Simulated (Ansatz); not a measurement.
## Beta-gallia alloy of Ga2O3 and Al2O3 (12 of 64 Ga sites exchanged), 160 atoms

Ansatz, PAW, plane waves. PBEsol relaxation of cell lengths and atoms (angles held) at the single k point (½, ½, ½); single points on the relaxed atoms at the Γ point alone, onto which points of the small cell's zone fold. Arrangement: quasirandom. No spin–orbit coupling unless named.

Relaxed cell: a = 12.212 Å, b = 12.084 Å, c = 11.545 Å, α = 90.00°, β = 103.78°, γ = 90.00°.

Mean bond lengths: Al–O 1.876 Å; Ga–O 1.938 Å.

Question: What gap lies between the top filled and the lowest empty level in the single points?

Answer: HSE06 4.44 eV (87 s on NVIDIA GB200); r²SCAN 3.29 eV (6 s on NVIDIA GB200).
